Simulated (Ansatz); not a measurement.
ZnS (wurtzite)

```
ZnS
1.0
    3.84514     0.00000     0.00000
   -1.92257     3.32999     0.00000
    0.00000     0.00000     6.30573
Zn S
2 2
Direct
  0.66667   0.33333   0.99985
  0.33333   0.66667   0.49985
  0.66667   0.33333   0.62535
  0.33333   0.66667   0.12535
```

The relaxed cell is deformed in two ways at once: its volume V is scaled, and at that volume it is stretched along z (the c axis of the conventional cell) so that c/a changes. Fractional atomic positions are held.

These are PBE (plane waves to 420 eV, PAW, scalar-relativistic; Ansatz, a quantum-chemistry and plane-wave program) values and carry that method's errors. k mesh 10×10×5 (Γ-centred), Fermi-Dirac smearing 0.05 eV. Stress and pressure are positive under compression. As the atoms are clamped, bonds stretch with the cell, which overstates energies and stresses. The PAW data are Ansatz's earlier set. ZnS was relaxed with its symmetry unable to fall.

At one point of the scan the stress tensor (GPa) is:

```
    1.8      0.0      0.0
    0.0      1.8      0.0
    0.0      0.0     -3.1
```

Which point is it?
(A) V/V₀ = 1.000, (c/a)/(c/a)₀ = 1.040
(B) V/V₀ = 0.980, (c/a)/(c/a)₀ = 1.040
(C) V/V₀ = 0.960, (c/a)/(c/a)₀ = 1.080
(D) V/V₀ = 0.980, (c/a)/(c/a)₀ = 1.000

A, V/V₀ = 1.000, (c/a)/(c/a)₀ = 1.040

(Under strain, the slope of the energy per volume gives the stress and its curvature an elastic modulus.)
